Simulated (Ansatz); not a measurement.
SiC (wurtzite)

```yaml
crystal:
  lattice:
    - [6.18391, 0.00000, 0.00000]
    - [-1.54598, 2.67771, 0.00000]
    - [0.00000, 0.00000, 5.07427]
  atoms:
    - { symbol: Si, position: [0.33333, 0.33333, 0.00052] }
    - { symbol: Si, position: [0.83333, 0.33333, 0.00052] }
    - { symbol: Si, position: [0.16667, 0.66667, 0.50052] }
    - { symbol: Si, position: [0.66667, 0.66667, 0.50052] }
    - { symbol: C, position: [0.33333, 0.33333, 0.62468] }
    - { symbol: C, position: [0.83333, 0.33333, 0.62468] }
    - { symbol: C, position: [0.16667, 0.66667, 0.12468] }
    - { symbol: C, position: [0.66667, 0.66667, 0.12468] }
```

A phonon eigenvector at M = (0.5, 0.0, 0.0) is frozen into this cell: atom i moves by Q times the vector below, so Q is the largest atomic displacement, in Å. The cell is held. (q is in reciprocal vectors of the primitive cell; the cell shown is doubled to hold the pattern.)

```tsv
atom	x	y	z
Si1	-0.041	-0.023	0.999
Si2	0.041	0.023	-0.999
Si3	0.041	0.023	0.999
Si4	-0.041	-0.023	-0.999
C5	0.156	0.090	0.652
C6	-0.156	-0.090	-0.652
C7	-0.156	-0.090	0.652
C8	0.156	0.090	-0.652
```

Calculation: PBE (plane waves to 420 eV, PAW, scalar-relativistic; Ansatz, a quantum-chemistry and plane-wave program). k mesh 6×12×7 (Γ-centred), Fermi-Dirac smearing 0.05 eV. The energy includes the smearing's −TS. SiC was relaxed with its symmetry unable to fall. The zero of ΔE is the undisplaced structure.

| Q (Å) | ΔE (meV/cell) |
|---|---|
| -0.180 | 898 |
| -0.150 | withheld |
| -0.120 | 402 |
| -0.090 | 226 |
| -0.060 | 101 |
| -0.030 | 25 |
| 0.000 | 0 |
| 0.030 | 25 |
| 0.060 | 101 |
| 0.090 | 226 |
| 0.120 | 402 |
| 0.150 | withheld |
| 0.180 | 898 |

Fit an even polynomial form (powers 2, 4) to the given rows and predict ΔE at Q = -0.150.

Least squares on the 11 given rows: ΔE = (28040)·Q² + (-9930)·Q⁴, in meV/cell with Q in Å; root-mean-square residual 0.3 meV/cell. At -0.150 the fit gives 626 meV/cell; the calculation gives 626 meV/cell, the same to the digits shown. The quadratic term alone would give 631 meV/cell.

(A displaced cell: forces are minus the slopes of the energy, force constants its curvatures, and phonons follow from these.)
